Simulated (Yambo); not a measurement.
Yambo run on SiC (6H, space group P6_3mc, No. 186). The wavefunctions are PBEsol (Quantum ESPRESSO, PseudoDojo norm-conserving, 82 Ry, without SOC) ones on a 6×6×1 mesh (24 occupied bands); a = b = 3.077 Å, c = 15.098 Å, α = β = 90.00°, γ = 120.00°.

Yambo input:

```
rim_cut
gw0
dyson
el_el_corr
HF_and_locXC
ppa
em1d
RandQpts= 1000000
RandGvec= 1 Ry
EXXRLvcs= 82 Ry
VXCRLvcs= 328 Ry
Chimod= "HARTREE"
% BndsRnXp
 1 | 229 |
%
NGsBlkXp= 8 Ry
% LongDrXp
 1.0 | 1.0 | 1.0 |
%
PPAPntXp= 27.2114 eV
% GbndRnge
 1 | 85 |
%
GTermKind= "none"
DysSolver= "n"
ExtendOut
% QPkrange
 1 | 1 | 24 | 24 |
 4 | 4 | 24 | 25 |
%
```

k points by index: 1 = Γ, 4 = M.

The o-*.qp file then holds:

```
#    K-point    Band    Eo [eV]    E [eV]    E-Eo [eV]    Vxc [eV]    Vnlxc [eV]    Sc|Eo [eV]    Sc|E [eV]    dSc/dw|Eo [eV]    Re(Z)    Im(Z)
#
    1    24    0.000000    0.301457    0.301457    -14.83284    -17.43802    2.979220    2.906642    -6.552965    0.805919    -0.001131
    4    24    -1.109184    -1.005417    0.103767    -14.39657    -17.45511    3.187894    3.162307    -6.715353    0.802061    -0.001169
    4    25    1.916802    2.860849    0.944047    -11.08682    -6.893980    -3.051310    -3.248793    -5.691784    0.827013    -0.001044
```
(The two width columns are left out.) Convergence of these settings isn't established.

Geometry of the Materials Project entry, not relaxed at this level.
